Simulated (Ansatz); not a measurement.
SiO2 — XPS core lines

Cell: a COD entry, ions relaxed with PBE at fixed cell, repeated to a supercell; a hole's nearest image is 5.9 Å away.

```cif
data_SiO2
_symmetry_space_group_name_H-M 'P4_2/mnm'
_symmetry_Int_Tables_number 136
_cell_length_a 4.1773
_cell_length_b 4.1773
_cell_length_c 2.6652
_cell_angle_alpha 90.000
_cell_angle_beta 90.000
_cell_angle_gamma 90.000
loop_
_atom_site_label
_atom_site_type_symbol
_atom_site_symmetry_multiplicity
_atom_site_Wyckoff_symbol
_atom_site_fract_x
_atom_site_fract_y
_atom_site_fract_z
Si1 Si 2 a 0.0000 0.0000 0.0000
O13 O 4 f 0.3055 0.3055 0.0000
```

One atom of each set is listed; the run and its k-mesh use a cell of 36 atoms with edges of 5.91, 5.91, 8.00 Å.

Level of theory: DFT, PBE, plane waves and PAW, scalar-relativistic, 420 eV cutoff, Γ-centred 3×3×3 k-points, fixed occupations (Ansatz 0.2.0).

Each value is a total-energy difference between the cell with one core hole and the ground state (ΔSCF), counted from the top of the valence band. The cell with the hole is spin-polarised, as the shell with the hole is left with one unpaired spin. The periodic images are corrected with the calculated ε∞ = 3.37, 3.37, 3.55.

**Question.** Give the Si 2p, O 1s lines of each distinct site.

**Answer.** 

| line | atom | first shell | E_B (eV) | j = l + ½ / j = l − ½ (eV) |
| --- | --- | --- | --- | --- |
| Si 2p | 1 | 6 O at 1.76–1.80 Å | 101.4 | 101.2 / 101.8 |
| O 1s | 13 | 3 Si at 1.76–1.80 Å | 529.8 | – |

For p, d and f shells E_B is the weighted mean of the two lines, whose splitting comes from the free atom's Dirac orbitals.

The program doubts some values: the potential far from the hole hasn't levelled off. Absolute PBE values can be off by an eV or more. Multiplets, satellites and widths aren't calculated.

The cell isn't at the calculated equilibrium (pressure 11 GPa in the ground-state run).
